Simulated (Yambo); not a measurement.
G0W0@LDA for BaHI (space group P4/nmm, No. 129) in Yambo. Reference settings: 2×2×2 Γ-centred k mesh, 243 bands and a 7 Ry block in the screening, 243 bands in G with the Bruneval-Gonze terminator, plasmon pole fitted at 27.2 eV. The LDA gap Z → Z on this mesh is 2.60 eV; G0W0 gaps are taken between the same points.

The settings were changed. The gap went from 4.17 eV to 3.86 eV, and the shift of the valence edge from -0.99 eV to -0.59 eV.

### Question
Which change was made?
(A) 51 bands in W, 51 bands in G, 4 Ry block
(B) 186 bands in W, 186 bands in G, 2 Ry block
(C) 51 bands in W, 51 bands in G, 3 Ry block
(D) 51 bands in W, 51 bands in G, 2 Ry block

### Answer
B, 186 bands in W, 186 bands in G, 2 Ry block. The others gave (gap, valence shift): 51 bands in W, 51 bands in G, 2 Ry block: 4.17, -0.30 eV; 51 bands in W, 51 bands in G, 3 Ry block: 4.18, -0.30 eV; 51 bands in W, 51 bands in G, 4 Ry block: 4.16, -0.29 eV.

Spin-orbit coupling is not included.

Geometry of the Materials Project entry, not relaxed at this level; primitive cell a = 4.7758 Å, b = 4.7758 Å, c = 7.8002 Å, α = 90.00°, β = 90.00°, γ = 90.00°.

A shift is the quasiparticle energy of the state minus its LDA energy.
